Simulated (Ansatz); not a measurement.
The cell below belongs to a search over invented structures; it isn't taken from experiment.

Input and command of a plane-wave DFT calculation in Ansatz:

```yaml
crystal:
  lattice:
    - [3.30237982, -4.67027033, 0.0]
    - [3.30237982, 4.67027033, 0.0]
    - [0.0, 0.0, 3.30237982]
  atoms:
    - { symbol: Al, position: [0.0, 0.5, 0.0] }
    - { symbol: Al, position: [0.5, 0.5, 0.5] }
    - { symbol: Al, position: [0.5, 0.0, 0.0] }
    - { symbol: V, position: [0.0, 0.0, 0.5], spin: 2.0 }
    - { symbol: "N", position: [0.75, 0.75, 0.0] }
    - { symbol: "N", position: [0.75, 0.25, 0.5] }
    - { symbol: "N", position: [0.25, 0.75, 0.5] }
    - { symbol: "N", position: [0.25, 0.25, 0.0] }
basis:
  ecutwfc: 420
kpoints:
  mp_grid: { grid: [4, 4, 6] }
hamiltonian:
  xc: pbe
scf:
  occupations: { method: gaussian, width: 0.1 }
  lower_state_search: "off"
output:
  forces: true
  stress: true
  eigenvalues: true
  populations: true
magnetization:
  spin_polarized: true
relax:
  adjacent_minimum: "off"
  f_tol: 0.04
  max_steps: 70
  cell: { stress_tol: 0.4 }
```

```bash
ansatz run input.yaml --threads 1 --pin off --max-ram 2560MiB --backend cpu --events-out ev --progress --plain --runs-dir out
```

Processor: Intel(R) Xeon(R) Platinum 8259CL CPU @ 2.50GHz (Skylake/Cascade Lake), 1 thread, on a host shared with other jobs.

**Question.** Estimate time, memory and problem size.

**Answer.** About 95 s, peak memory 0.53 GiB. It solves 30 bands at 28 k points (after reduction by symmetry) with about 1353 plane waves (on the last cell), in 76 SCF iterations over 9 ionic steps.
